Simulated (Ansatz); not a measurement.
NbAs (CsCl type, space group No. 221) at seven volumes, plane-wave PAW PBEsol (Ansatz code), scaled uniformly. One row is withheld.

```json
[
 {"V (Å³/atom)": "14.634", "P (GPa)": "21.06"},
 {"V (Å³/atom)": "15.116", "P (GPa)": "12.87"},
 {"V (Å³/atom)": "15.599", "P (GPa)": "?"},
 {"V (Å³/atom)": "16.081", "P (GPa)": "0.00"},
 {"V (Å³/atom)": "16.564", "P (GPa)": "-5.04"},
 {"V (Å³/atom)": "17.046", "P (GPa)": "-9.33"},
 {"V (Å³/atom)": "17.528", "P (GPa)": "-12.97"}
]
```

Problem. Fit the shown pressures and predict the withheld one.

Solution. Third-order Birch–Murnaghan: P = (3/2)B₀(x^(7/2) − x^(5/2))[1 + (3/4)(B′ − 4)(x − 1)] with x = (V₀/V)^(2/3). Least squares on the six rows gives V₀ = 16.081 Å³/atom, B₀ = 181.7 GPa, B′ = 4.37. At V = 15.599, x = 1.0205 and P = 5.91 GPa. The run itself gave 5.92 GPa.

Space group Pm-3m (CsCl type). A made-up cell: these elements were put on the sites of a structure type; neither database checked (COD, Materials Project) lists it. COD files the formula under space group No. 109. Whether it is the stable phase at ambient conditions was not checked. Symmetry was held in the PBEsol relaxation; its stability against distortions is not shown here. No spin polarisation was allowed.

Potentials: the earlier of the program's two PAW sets. The files were generated under PBE; for other functionals the program regenerates the frozen cores, and for LDA and PBEsol the local potential too.
